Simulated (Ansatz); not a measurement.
# CuP$_{2}$Au$_{2}$O$_{8}$: input and output

The input, for Ansatz 0.2.0 (plane waves, PAW):

```yaml
crystal:
  lattice:
    - [5.002166, 0.0, 0.0]
    - [2.000556, 5.229072, 0.0]
    - [0.407749, 2.017667, 6.51565]
  atoms:
    - { symbol: Cu, position: [0.5, 0.0, 0.5] }
    - { symbol: Au, position: [0.21184, 0.73817, 0.19171] }
    - { symbol: Au, position: [0.78816, 0.26183, 0.80829] }
    - { symbol: P, position: [0.8665, 0.3392, 0.28146] }
    - { symbol: P, position: [0.1335, 0.6608, 0.71854] }
    - { symbol: O, position: [0.1796, 0.3337, 0.3316] }
    - { symbol: O, position: [0.8204, 0.6663, 0.6684] }
    - { symbol: O, position: [0.7335, 0.2257, 0.493] }
    - { symbol: O, position: [0.2665, 0.7743, 0.507] }
    - { symbol: O, position: [0.8902, 0.1502, 0.141] }
    - { symbol: O, position: [0.1098, 0.8498, 0.859] }
    - { symbol: O, position: [0.6756, 0.6372, 0.1722] }
    - { symbol: O, position: [0.3244, 0.3628, 0.8278] }
kpoints:
  mp_grid: { grid: [4, 4, 3], shift: [0.0, 0.5, 0.0] }
magnetization:
  spin_polarized: false
scf:
  occupations: { method: fermi_dirac }
  lower_state_search: "off"
  max_iter: 200
hamiltonian:
  pseudopotentials: { kind: paw }
  xc: pbe
basis:
  ecutwfc: 420
  fft_grid_basis: typed
output:
  forces: true
  stress: true
  eigenvalues: true
  populations: true
  elf: true
  write_potential: true
  volumetric_format: npy
  dos:
    e_range: [-12, 8]
    de: 0.05
    projected: { site_lists: { Au: [Au], Cu: [Cu], O: [O], P: [P] } }
checkpoint:
  read: saved_state
```

The run starts from an earlier solution of this cell. 

Excerpt of what it printed:

```
SCF iter   1: F=—  Δρ=1.55e-3  dr2=2.16e-3
SCF iter   2: F=—  Δρ=4.97e-4  dr2=2.77e-4
SCF iter   3: F=—  Δρ=3.08e-4  dr2=1.29e-4
SCF iter   4: F=—  Δρ=1.17e-4  dr2=2.65e-5
SCF iter   5: F=—  Δρ=6.82e-5  dr2=8.81e-6
SCF iter   6: F=—  Δρ=4.78e-5  dr2=4.24e-6
SCF iter   7: F=—  Δρ=2.47e-5  dr2=8.88e-7
SCF iter   8: F=—  Δρ=2.28e-5  dr2=7.25e-7
SCF iter   9: F=—  Δρ=8.68e-6  dr2=1.05e-7
SCF iter  10: F=-38968.7152 eV  Δρ=1.18e-6  dr2=1.35e-9
Free energy (F): -38968.7152 eV
Harris-Foulkes:  -38968.7152 eV  (|F-HF|=1.20e-9)
Internal energy: -38968.4882 eV  (E = F + TS)
E sigma→0 (E₀):  -38968.6017 eV
Entropy (-TS):   -0.2270 eV (-17.459 meV/atom)
Fermi energy:    7.6566 eV
--- Forces (eV/Å), atoms counted from 1 ---
  atom   1  Cu     0.0000     0.0000     0.0000
  atom   2  Au    -0.0778     0.3936     0.2017
  atom   3  Au     0.0778    -0.3936    -0.2017
  atom   4  P      0.5144     0.7350    -0.0203
  atom   5  P     -0.5144    -0.7350     0.0203
  atom   6  O     -1.4439    -0.9130     0.2336
  atom   7  O      1.4439     0.9130    -0.2336
  atom   8  O      0.0752    -0.4155    -0.7798
  atom   9  O     -0.0752     0.4155     0.7798
  atom  10  O     -0.2358     0.9690     0.4769
  atom  11  O      0.2358    -0.9690    -0.4769
  atom  12  O      0.9578    -1.5129     0.5290
  atom  13  O     -0.9578     1.5129    -0.5290
--- Stress (GPa, compression-positive) ---
       -1.9016      -0.0324      -0.7238
       -0.0324      -0.3203      -2.0213
       -0.7238      -2.0213      -3.1817
  P = ⅓ Tr σ = -1.8012 GPa (-18.012 kbar)
--- Löwdin populations: 13 sites ---
  site symbol       q [e]
     0     Cu     17.9419
     1     Au     17.9009
     2     Au     17.9009
     3      P      2.9381
     4      P      2.9381
     5      O      6.8083
     6      O      6.8083
     7      O      6.7917
     8      O      6.7917
     9      O      6.7694
    10      O      6.7694
    11      O      6.7820
    12      O      6.7820
  spilling = 0.0094 (of n_electrons = 115.0000)
```

Origin: a known structure type with other elements, at an estimated volume, so it need not be a known compound. Caveats: many states at the Fermi level without spin polarisation, so a magnetic state may lie lower; the k mesh is coarse if the cell is a metal; atoms or cell far from equilibrium.
